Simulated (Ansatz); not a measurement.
Input and command of a calculation in Ansatz (plane waves; scalar-relativistic PAW potentials unless the input names others):

```yaml
crystal:
  lattice:
    - [3.0005045962, 0.0, 0.0]
    - [-1.5002522981, 2.5985132045, -0.0389776981]
    - [0.0, -0.1117488762, 7.4499250813]
  atoms:
    - { symbol: Ta, position: [0.0, 0.0, 0.5] }
    - { symbol: Ta, position: [0.3333333333, 0.6666666667, 0.172585986] }
    - { symbol: Ta, position: [0.6666666667, 0.3333333333, 0.827414014] }
    - { symbol: "N", position: [0.0, 0.0, 0.0] }
kpoints:
  mp_grid: { grid: [18, 18, 8], shift: [0.5, 0.5, 0.5] }
hamiltonian:
  xc: pbesol
scf:
  occupations: { method: gaussian, width: 0.15 }
output:
  forces: true
  eigenvalues: true
  stress: true
```

```bash
ansatz run input.yaml --threads 1 --pin off --max-ram 2560MiB --backend cpu --events-out ev --progress --plain --runs-dir out
```

Abridged log:
```
Warning: crystal.symmetry: narrowed to the stabiliser of the k-point mesh — unitary ops 4 → 2; excluded 2 operations that carry a point of the 18×18×8 mesh (shift [0.5, 0.5, 0.5]) off the mesh (the run samples exactly the mesh kpoints.mp_grid names, as under crystal.symmetry.detect: false, and its converged state has the mesh's symmetry, not the crystal's; ε∞, the Born charges and the force constants of a linear response (`dielectric:` by the response, `phonons.method: dfpt`) are averaged over those of the crystal's operations that the state keeps within a tolerance, where `mesh_tensors`, `una ...
Basis set: ecut = 420 eV, 1107 PW (Γ), exchange–correlation on 48×48×100 points (8 copies of the dense FFT grid, shifted against one another)
Bands: 27, of which v1, the nominal top of the filled ones, is band 22 counted from 1 (21 counted from 0)
Symmetry: 2 space group operations
k-points: 1296 of 2592
SCF iter   1: F=—  HF=-29800.193263 eV  |F-HF|=—  |Δ(HF+E_count)|=         —  Δρ=9.94e-3  dr2=7.04e-2  ethr=1.77e-3  ⟨swp⟩=5.0  Hψ=144718  notcnv=0
SCF iter   2: F=—  HF=-29800.182988 eV  |F-HF|=—  |Δ(HF+E_count)|=   1.03e-2  Δρ=4.39e-3  dr2=8.72e-3  ethr=1.60e-4  ⟨swp⟩=1.1  Hψ=45464  notcnv=0
SCF iter   3: F=—  HF=-29800.181310 eV  |F-HF|=—  |Δ(HF+E_count)|=   1.68e-3  Δρ=2.03e-3  dr2=2.01e-3  ethr=1.98e-5  ⟨swp⟩=1.0  Hψ=34930  notcnv=0
SCF iter   4: F=—  HF=-29800.180735 eV  |F-HF|=—  |Δ(HF+E_count)|=   5.74e-4  Δρ=4.27e-4  dr2=1.46e-4  ethr=4.57e-6  ⟨swp⟩=2.0  Hψ=45095  notcnv=0
SCF iter   5: F=—  HF=-29800.180706 eV  |F-HF|=—  |Δ(HF+E_count)|=   2.96e-5  Δρ=1.47e-4  dr2=1.12e-5  ethr=3.32e-7  ⟨swp⟩=2.0  Hψ=45288  notcnv=0
SCF iter   6: F=—  HF=-29800.180696 eV  |F-HF|=—  |Δ(HF+E_count)|=   9.41e-6  Δρ=2.74e-5  dr2=1.60e-6  ethr=2.55e-8  ⟨swp⟩=2.0  Hψ=43064  notcnv=0
SCF iter   7: F=-29800.180696 eV  HF=-29800.180696 eV  |F-HF|=2.14e-8  |Δ(HF+E_count)|=   1.57e-7  Δρ=4.37e-6  dr2=2.72e-8  ethr=2.27e-10  ⟨swp⟩=4.2  Hψ=136230  notcnv=0
SCF 1 converged in 7 iterations: F = -29800.180696 eV  dr2 = 2.72e-8
SCF converged after 7 iterations
Free energy (F): -29800.180696 eV
Harris-Foulkes:  -29800.180696 eV  (|F-HF|=2.14e-8)
Internal energy: -29800.147015 eV  (E = F + TS)
E sigma→0 (E₀):  -29800.163856 eV
Entropy (-TS):   -0.033681 eV (-8.420 meV/atom)
Fermi energy:    19.350914 eV
--- Forces (eV/Å), atoms counted from 1 ---
  atom   1  Ta     0.00000000     0.00000000     0.00000000
  atom   2  Ta     0.00186064     0.25639378     0.03589709
  atom   3  Ta    -0.00186064    -0.25639378    -0.03589709
  atom   4  N      0.00000000     0.00000000     0.00000000
--- Stress (GPa, compression-positive) ---
        0.337776      -0.012248       0.028168
       -0.012248      -0.194455      -0.147510
        0.028168      -0.147509       0.339522
  P = ⅓ Tr σ = 0.1609 GPa (1.609 kbar)
```

Apart from outputs and empty bands, the input differs from a reference run on usual settings in kpoints.mp_grid.shift: not typed → [0.5, 0.5, 0.5]; basis.ecutwfc: 420 → not typed. The reference, at the same geometry (not necessarily relaxed), gave pressure 0.18 GPa, largest force 0.257 eV/Å, no gap on the mesh. This run converged in 7 SCF iterations (reference: 7) with an energy at zero smearing 0.02 meV/atom below the reference's, pressure 0.16 GPa, largest force 0.259 eV/Å, no gap on the mesh.

Time: 73 s on 1 thread of Arm Neoverse V2 (shared host), peak memory 1.5 GiB.